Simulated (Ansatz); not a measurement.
## Ansatz run, VSn2Se4

The input, for Ansatz 0.2.0 (plane waves, PAW):

```yaml
crystal:
  lattice:
    - [0.0, 3.535039, 0.0]
    - [6.498747, 0.0, 0.0]
    - [-2.925769, 1.767519, -6.365997]
  atoms:
    - { symbol: Se, position: [0.3675, 0.9726, 0.265] }
    - { symbol: Se, position: [0.6325, 0.0274, 0.735] }
    - { symbol: V, position: [0.0, 0.0, 0.0] }
    - { symbol: Se, position: [0.8938, 0.4493, 0.2124] }
    - { symbol: Se, position: [0.1062, 0.5507, 0.7876] }
    - { symbol: Sn, position: [0.2561, 0.6904, 0.4878] }
    - { symbol: Sn, position: [0.7439, 0.3096, 0.5122] }
  symmetry: { tolerance: 0.0003 }
kpoints:
  mp_grid: { grid: [7, 4, 7], shift: [0, 0, 0] }
  band_path:
    path:
      - [0.0, 0.0, 0.0]
      - [0.53854478, 0.0, 0.26927239]
      - [0.46145522, 0.0, 0.73072761]
      - [0.0, 0.0, 0.5]
      - [0.0, 0.0, 0.0]
      - [0.0, -0.5, 0.5]
      - [0.49616133, -0.5, 0.74808067]
      - [0.50383867, -0.5, 0.25191933]
      - [0.0, -0.5, 0.0]
      - [0.0, 0.0, 0.0]
      - [0.5, -0.5, 0.5]
    npoints: 6
magnetization:
  spin_polarized: false
scf:
  occupations: { method: cold, width: 0.0139 }
  lower_state_search: "off"
  max_iter: 200
hamiltonian:
  pseudopotentials: { kind: paw }
  xc: pbe
basis:
  ecutwfc: 420
  fft_grid_basis: typed
output:
  forces: true
  stress: true
  eigenvalues: true
  bader: true
  populations: true
  elf: true
  write_potential: true
  volumetric_format: npy
  dos:
    e_range: [-12, 8]
    de: 0.05
    projected: { site_lists: { Se: [Se], Sn: [Sn], V: [V] } }
checkpoint:
  read: saved_state
```

The run starts from an earlier solution of this cell. 

Parts of the output:

```
SCF iter   1: F=—  Δρ=5.35e-3  dr2=1.82e-2
SCF iter   2: F=—  S|Δr|=    0.00e0  Δρ=5.37e-3  dr2=1.76e-2
SCF iter   3: F=—  S|Δr|=    0.00e0  Δρ=1.32e-3  dr2=1.77e-3
SCF iter   4: F=—  S|Δr|=    0.00e0  Δρ=5.17e-4  dr2=3.26e-4
SCF iter   5: F=—  S|Δr|=    0.00e0  Δρ=2.43e-4  dr2=1.40e-4
SCF iter   6: F=—  S|Δr|=    0.00e0  Δρ=1.04e-4  dr2=1.66e-5
SCF iter   7: F=—  S|Δr|=    0.00e0  Δρ=2.88e-5  dr2=1.57e-6
SCF iter   8: F=—  S|Δr|=    0.00e0  Δρ=1.01e-5  dr2=2.31e-7
SCF iter   9: F=-36837.1844 eV  S|Δr|=    0.00e0  Δρ=3.52e-6  dr2=3.49e-8
Free energy (F): -36837.1844 eV
Harris-Foulkes:  -36837.1844 eV  (|F-HF|=2.75e-8)
Internal energy: -36837.1841 eV  (E = F + TS)
E sigma→0 (E₀):  -36837.1843 eV
Entropy (-TS):   -0.0003 eV (-0.041 meV/atom)
Fermi energy:    12.2057 eV
--- Per-component energies (eV) ---
  E_band       = -1674.2570
  E_kinetic    = 1196.2049
  E_local      = -11822.0035  (includes V_loc(G=0)·N_el)
  E_nonlocal   = -2489.3114
  E_hartree    = 6115.3802
  E_xc         = -1319.1029
  E_vxc        = -758.9354  (∫ρ·V_xc dr)
  E_paw        = -17030.2027  (= ΣΔE_a)
  E_vpaw       = -30.9680  (= ΣTr[D̂ρ^β])
  E_aug_tail   = -0.0021  (compensation charges beyond the density's cutoff)
  E_ewald      = -11488.1466
  E_smearing   = -0.0003  (= −TS)
--- Stress (GPa, compression-positive) ---
       13.6751       0.0000      -0.2467
        0.0000      15.0048       0.0000
       -0.2467       0.0000      14.2872
  P = ⅓ Tr σ = 14.3224 GPa (143.224 kbar)
```

Total energies depend on the potentials used, so only differences within one code and one set of settings carry meaning.

Origin: a known structure type with other elements, at an estimated volume, so it need not be a known compound. Caveats: no spin polarisation, so a magnetic state may lie lower; atoms or cell far from equilibrium.
